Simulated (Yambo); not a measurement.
Yambo run on SrMg2FeH8 (space group P-3m1, No. 164). The wavefunctions come from this Quantum ESPRESSO step (LDA, PseudoDojo standard norm-conserving files, scalar-relativistic):

```
&CONTROL
  calculation = 'nscf'
  pseudo_dir = './pseudo'
  outdir = './out'
/
&SYSTEM
  ibrav = 0
  nat = 12
  ntyp = 4
  ecutwfc = 90.0
  ecutrho = 360.0
  occupations = 'fixed'
  force_symmorphic = .true.
  nbnd = 215
/
&ELECTRONS
  conv_thr = 1.2000000000000002e-08
  diago_full_acc = .true.
  diago_thr_init = 1e-08
/
ATOMIC_SPECIES
H 1.0080 H.upf
Mg 24.3050 Mg.upf
Fe 55.8450 Fe.upf
Sr 87.6200 Sr.upf
CELL_PARAMETERS angstrom
  4.469329862000   0.000000000000   0.000000000000
 -2.234664931000   3.870553199000   0.000000000000
  0.000000000000   0.000000000000   6.517810000000
ATOMIC_POSITIONS crystal
H   0.321780000000   0.160890000000   0.143530000000
H   0.678220000000   0.839110000000   0.856470000000
H   0.839110000000   0.160890000000   0.143530000000
H   0.160890000000   0.839110000000   0.856470000000
H   0.839110000000   0.678220000000   0.143530000000
H   0.160890000000   0.321780000000   0.856470000000
H   0.666666667000   0.333333333000   0.585660000000
H   0.333333333000   0.666666667000   0.414340000000
Mg   0.666666667000   0.333333333000   0.877060000000
Mg   0.333333333000   0.666666667000   0.122940000000
Fe   0.000000000000   0.000000000000   0.000000000000
Sr   0.000000000000   0.000000000000   0.500000000000
K_POINTS automatic
3 3 2 0 0 0
```

Yambo input:

```
rim_cut
gw0
dyson
el_el_corr
HF_and_locXC
ppa
em1d
RandQpts= 1000000
RandGvec= 1 Ry
EXXRLvcs= 90 Ry
VXCRLvcs= 360 Ry
Chimod= "HARTREE"
% BndsRnXp
 13 | 213 |
%
NGsBlkXp= 8 Ry
% LongDrXp
 1.0 | 1.0 | 1.0 |
%
PPAPntXp= 27.2114 eV
% GbndRnge
 1 | 213 |
%
GTermKind= "BG"
DysSolver= "n"
ExtendOut
% QPkrange
 1 | 1 | 27 | 28 |
 2 | 2 | 27 | 28 |
 3 | 3 | 27 | 28 |
 5 | 5 | 27 | 28 |
 6 | 6 | 27 | 28 |
%
```

k points by index: 1 = Γ, 2 = A, 3 = (0, 0.333, 0), 5 = K, 6 = H.

The o-*.qp file then holds:

```
#    K-point    Band    Eo [eV]    E [eV]    E-Eo [eV]    Vxc [eV]    Vnlxc [eV]    Sc|Eo [eV]    Sc|E [eV]    dSc/dw|Eo [eV]    Re(Z)    Im(Z)
#
    1    27    -0.549348    -1.718630    -1.169282    -11.30732    -14.40059    1.618131    1.923988    -7.117112    0.792673    -0.001566
    1    28    3.244376    4.194581    0.950206    -13.96090    -8.974907    -3.797780    -4.035788    -6.815073    0.799711    -0.001270
    2    27    -0.178834    -0.440323    -0.261489    -22.08587    -27.18291    4.739963    4.835550    -9.940530    0.732432    -0.001689
    2    28    3.341752    4.213717    0.871966    -9.662644    -4.754813    -3.853446    -4.035865    -5.691943    0.827008    -0.001177
    3    27    -0.138720    -0.246580    -0.107860    -23.77770    -28.99697    5.070287    5.111416    -10.35961    0.724262    -0.001709
    3    28    1.940753    2.953051    1.012299    -17.92520    -12.65909    -3.962298    -4.253811    -7.835079    0.776434    -0.001498
    5    27    -0.223069    -0.331400    -0.108330    -23.69020    -29.08720    5.247141    5.288667    -10.41487    0.723198    -0.001592
    5    28    2.073527    3.046894    0.973367    -17.40297    -12.53578    -3.617359    -3.893815    -7.727660    0.778822    -0.001441
    6    27    0.000000    -0.081212    -0.081212    -24.89873    -30.46780    5.456128    5.487864    -10.60990    0.719469    -0.001745
    6    28    3.242121    4.134135    0.892015    -17.16213    -11.80773    -4.202790    -4.462383    -7.918496    0.774593    -0.688590E-3
```
(The two width columns are left out.) Convergence of these settings isn't established.

Geometry of the Materials Project entry, not relaxed at this level.

The structure is a Materials Project entry; no match was found in the copy of COD used, and its stability was not checked.

The runs are not spin-polarised; magnetic order was not tried.
